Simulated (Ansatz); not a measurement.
Base run

Ansatz input (lattice in Å, positions in fractions of it; a bare `kind: paw` takes the build's default datasets)
```yaml
crystal:
  lattice:
    - [2.87, 0.0, 0.0]
    - [0.0, 2.87, 0.0]
    - [0.0, 0.0, 2.87]
  atoms:
    - { symbol: Fe, position: [0.0120700405, 0.0120700405, 0.0120700405] }
    - { symbol: Al, position: [0.5, 0.5, 0.5] }
kpoints:
  mp_grid: { grid: [4, 4, 4] }
hamiltonian:
  xc: hse06
  pseudopotentials: { kind: paw }
scf:
  occupations: { method: fermi_dirac, width: 0.1 }
output:
  forces: true
  stress: true
  eigenvalues: true
```

These are results of Ansatz, HSE06, plane waves, PAW datasets (generated soft set 1), not measurements.

The cutoff used is 420 eV.

The stress includes the program's correction for the finite plane-wave basis.

It gives a pressure of -10.15 GPa and an rms force of 0.434 eV/Å.

(1) What changes with an exchange cutoff ratio of 1?

(2) What changes with an exchange cutoff ratio of 2?

(3) What changes with the regularized exchange singularity in place of the Wigner–Seitz cut?

Answers

(1) The pressure rises by 0.02 GPa, the forces move by 0.1 meV/Å (rms), and the free energy changes by +55.35 meV/atom.

(2) The pressure stays the same within 0.01 GPa, the forces move by 0.0 meV/Å (rms), and the free energy changes by +0.16 meV/atom.

(3) The pressure decreases by 0.09 GPa, the forces move by 0.1 meV/Å (rms), and the free energy changes by -2.94 meV/atom.

The k-mesh is coarse, so these values belong to this mesh and can lie far from the converged ones. The program warned that the forces were taken on a coarse exchange grid. Spin polarisation is left out, and a magnetic state may lie lower.
